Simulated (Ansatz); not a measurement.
**Property card for Tl2Pd**

Tl$_{2}$Pd:
```
CELL_PARAMETERS angstrom
     -3.39445     3.39569     2.93269
      3.39445    -3.39569     2.93269
      3.39445     3.39569    -2.93269
ATOMIC_POSITIONS crystal
  Tl 0.33292 0.16704 0.49996
  Tl 0.66708 0.83296 0.50004
  Tl 0.83292 0.33296 0.16587
  Tl 0.16708 0.66704 0.83413
  Pd 0.75000 0.75000 0.00000
  Pd 0.25000 0.25000 0.00000
```

Space group I4/mcm (No. 140); conventional cell a = b = 6.7901 Å, c = 5.8654 Å, α = β = γ = 90.00°.

Method: DFT-r²SCAN in the program Ansatz with PAW potentials. Geometry: relaxed at this level of theory. Other levels are named where they apply.

**Cell and energy**

```yaml
volume_per_atom: 22.54 Å³
density: 12.65 g/cm³
Formation energy from the elements (no fitted shifts): -0.17 eV/atom
```

**Electronic structure**

```yaml
electronic_character: metallic (no gap)
Density of states at the Fermi level: 0.39 states/eV per atom (mean over ±0.08 eV)
```

The first step of the workflow began from a Materials Project structure, measured or hypothetical; the Crystallography Open Database files this formula in space group No. 140, but the cells were not matched. Its standing as an ambient phase is unchecked. Symmetry was held in the r²SCAN relaxation; its stability against distortions is not shown here. The run is not spin-polarised. Point labels and valley counts follow the cell and symmetry of the run, lower than the named group. Axis ratios of metals converge slowly with the k-mesh, so a and c are less sure than the volume. The references are the lowest solids computed at this level, not always the standard phases. Scalar-relativistic: spin–orbit coupling is off unless named, which matters more the heavier the elements.

Potentials: the later of the program's two PAW sets.
